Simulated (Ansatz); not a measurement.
## PbS, first-principles data

PbS:
```
CELL_PARAMETERS angstrom
     12.04169     0.00000     0.00000
      0.00000     4.20915     0.00000
      0.00000     0.00000     4.34471
ATOMIC_POSITIONS crystal
  Pb 0.87193 0.25000 0.19031
  Pb 0.12807 0.75000 0.80969
  Pb 0.62807 0.75000 0.69031
  Pb 0.37193 0.25000 0.30969
  S  0.64358 0.25000 0.11799
  S  0.35642 0.75000 0.88201
  S  0.85642 0.75000 0.61799
  S  0.14358 0.25000 0.38201
```

Space group Pnma (No. 62); conventional cell a = 12.0417 Å, b = 4.2091 Å, c = 4.3447 Å, α = β = γ = 90.00°.

Method: r²SCAN+D4 in the plane-wave PAW code Ansatz. Structure relaxed to zero pressure with the same functional. Other levels are named where they apply.

**Cell and energy**

```json
{
  "volume_per_atom": "27.53 Å³",
  "density": "7.22 g/cm³",
  "Formation energy from the elements (no fitted shifts)": "-0.67 eV/atom"
}
```

**Electronic structure**

```json
{
  "band_gap": "1.44 eV (smallest direct gap 1.45 eV)",
  "valence_band_maximum": "on the Γ–Z line, 82 % of the way from Γ (k = 0.000, 0.000, 0.411 in fractions of the reciprocal vectors)",
  "conduction_band_minimum": "on the Γ–Z line, 85 % of the way from Γ (k = 0.000, 0.000, 0.424 in fractions of the reciprocal vectors) (2 equivalent valleys)",
  "electron_effective_mass": "0.19, 0.20, 0.75 mₑ (principal values)",
  "Electron effective mass with spin–orbit coupling": "0.23, 0.26, 0.35 mₑ (principal values)",
  "hole_effective_mass": "0.28, 0.35, 1.0 mₑ (principal values)",
  "Hole effective mass with spin–orbit coupling": "0.25, 0.32, 0.90 mₑ (principal values)",
  "HSE06 gap on the r²SCAN+D4 cell": "1.70 eV",
  "Gap with spin–orbit coupling": "1.03 eV"
}
```

**Phonons**

```json
{
 "Highest zone-centre frequency (without LO–TO term)": "254 cm⁻¹",
 "zone_centre_stability": "no imaginary mode at Γ"
}
```

**Charges**

```json
{
  "bader_charges": "Pb +1.03, S -1.03 e"
}
```

The workflow started from a Materials Project entry (that database holds measured and hypothetical structures alike); the Crystallography Open Database copy checked does not list it. It is not the phase usual at ambient conditions (space group No. 225). Symmetry was held in the r²SCAN+D4 relaxation. The references are the lowest solids computed at this level, not always the standard phases. Scalar-relativistic: spin–orbit coupling is off unless named, which matters more the heavier the elements.

Potentials: the earlier of the program's two PAW sets.
